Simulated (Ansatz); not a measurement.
Input:

KRb2ScF6:
```
CELL_PARAMETERS angstrom
     -3.14861     3.14861     4.57700
      3.14861    -3.14861     4.57700
      3.14861     3.14861    -4.57700
ATOMIC_POSITIONS crystal
  K  0.50000 0.50000 0.00000
  Rb 0.75000 0.25000 0.50000
  Rb 0.25000 0.75000 0.50000
  Sc 0.00000 0.00000 0.00000
  F  0.72361 0.83834 0.56195
  F  0.27639 0.16166 0.43805
  F  0.83834 0.27639 0.11473
  F  0.16166 0.72361 0.88527
  F  0.22106 0.22106 0.00000
  F  0.77894 0.77894 0.00000
```

This is the r²SCAN-relaxed structure.

### Question
All from r²SCAN (plane waves, PAW; program Ansatz), unless another level is named. Estimate the band gap.

### Answer
7.54 eV (indirect).

### Question
What about the HSE06 gap on the r²SCAN cell?

### Answer
8.82 eV.

### Question
Predict the electron effective mass.

### Answer
0.52, 0.52, 0.56 mₑ (principal values).

### Question
Give the weight of the conduction-edge state by species (Voronoi cells).

### Answer
F 64 %, Rb 27 %, K 7 %, Sc 2 %.

Space group I4/m. The workflow started from a Materials Project entry (that database holds measured and hypothetical structures alike); the Crystallography Open Database files this formula in space group No. 87, but the cells were not matched. Its standing as an ambient phase is unchecked. The cell was relaxed with r²SCAN under the symmetry of its start; its stability against distortions is not shown here. The run is not spin-polarised. Spin–orbit coupling is left out wherever it is not named.

Potentials: the later of the program's two PAW sets.
